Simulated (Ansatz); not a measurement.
# Trial structures of Hf4C: starts and ends

Theory: DFT PBE, scalar-relativistic, plane waves, PAW (Ansatz 0.2.0). Settings: cutoff 420 eV, Γ-centred meshes spaced at most about 0.3 Å⁻¹, and about 0.25 Å⁻¹ or finer for metals (2π included), Gaussian smearing. No spin polarisation in the final relaxations.

Each guess was relaxed in cell and atoms at zero pressure, within the symmetry of its start. These are static total energies at zero pressure. Coordination counts Hf atoms around C (those within 1.25 times the shortest such distance or 1.15 times the sum of covalent radii, 1.27 where that leaves under three).

| guess | made from | start group | V start (Å³/atom) | end group | V end (Å³/atom) | coordination at the end | gap on mesh (eV) | E over the lowest end (meV/atom) |
| --- | --- | --- | --- | --- | --- | --- | --- | --- |
| 1 | GeF4 type | I-43m | 23.0 | Im-3m | 19.2 | C 8 | 0 | 852 |
| 2 | random cell | Fmmm | 19.8 | ? | ? | ? | ? | ? |
| 3 | HoAu4 type | I4/m | 16.0 | I4/m | 20.2 | C 4 | 0 | 617 |
| 4 | Co4H type | P-3m1 | 16.4 | P-3m1 | 18.9 | C 6 | 0 | 0 |

Guess 2 as it starts:

```yaml
crystal:
  lattice:
    - [0.00000, 3.34981, 4.78375]
    - [3.08188, 0.00000, 4.78375]
    - [3.08188, 3.34981, 0.00000]
  atoms:
    - { symbol: Hf, position: [0.27476, 0.72524, 0.27476] }
    - { symbol: Hf, position: [0.72524, 0.27476, 0.72524] }
    - { symbol: Hf, position: [0.75000, 0.75000, 0.75000] }
    - { symbol: Hf, position: [0.25000, 0.25000, 0.25000] }
    - { symbol: C, position: [0.00000, 0.00000, 0.00000] }
```

**Question.** Predict the end of this guess and its energy over the lowest end.

**Answer.** It ends in space group Fmmm (No. 69), with a = 5.905 Å, b = 6.988 Å, c = 10.554 Å, 21.8 Å³/atom and no gap. It lies 1.33 eV/atom over the lowest end, above guess 1 and so the highest of the set. Counting Hf atoms around C, this end has C 2 and the lowest (guess 4) has C 6.

```cif
data_structure
_symmetry_space_group_name_H-M 'Fmmm'
_symmetry_Int_Tables_number 69
_cell_length_a 5.9047
_cell_length_b 6.9882
_cell_length_c 10.5538
_cell_angle_alpha 90.000
_cell_angle_beta 90.000
_cell_angle_gamma 90.000
_cell_volume 435.49
loop_
_atom_site_label
_atom_site_type_symbol
_atom_site_symmetry_multiplicity
_atom_site_Wyckoff_symbol
_atom_site_fract_x
_atom_site_fract_y
_atom_site_fract_z
_atom_site_occupancy
Hf1 Hf 8 h 0.50000 0.79328 0.00000 1
Hf2 Hf 8 f 0.75000 0.25000 0.25000 1
C1 C 4 a 0.00000 0.00000 0.00000 1
```

Energies over the elements count from the elements' standard structures at the same level, with no fitted energy shifts.

**Question.** Is the lowest end bound against the elements?

**Answer.** Yes: its formation energy is −0.38 eV/atom. A negative formation energy is needed for stability but isn't enough: competing phases decide.

Spin–orbit coupling, which can matter for Hf, is left out. The reference form of C is held partly by dispersion forces, which this level lacks. Cells relaxed within their symmetry can be saddle points. A lower structure may well exist outside this small set. Some structure types and database cells were kept out of the candidates from the start, so a known form may be missing.
